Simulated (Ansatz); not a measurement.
**Profile along the Br–Ag line in AgBr (rock salt)**

AgBr (rock salt), conventional cell a = b = c = 5.841 Å, α = β = γ = 90.00°. The calculation uses the primitive cell of 2 atoms, to which meshes and values per cell refer.

Fields along a shortest Br–Ag line of a {100} plane (2.92 Å), from Br to Ag, interpolated on the slice's grid (step about 0.1 Å). These are PBE (plane waves to 420 eV, PAW, scalar-relativistic; Ansatz, a program for electronic structure) values and carry that method's errors. k mesh 10×10×10. Inside the PAW spheres the values are not all-electron values, and peaks at nuclei hang on which shells count as valence. AgBr was relaxed with its symmetry unable to fall.

```tsv
distance from Br (Å)	valence electron density (e/Å³)	electron localisation function
0.00	0.07	x
0.29	0.49	x
0.58	1.16	0.64
0.88	0.85	0.88
1.17	0.38	0.69
1.46	0.21	0.18
1.75	0.30	0.14
2.04	1.25	0.37
2.34	6.27	0.58
2.63	15.60	x
2.92	21.11	x
```

x: too close to a nucleus for the ELF to mean much.

Density on the Br–Ag line (2.92 Å) at its density minimum, 1.5 Å from Br: 0.20 e/Å³. ELF at that point: 0.1.
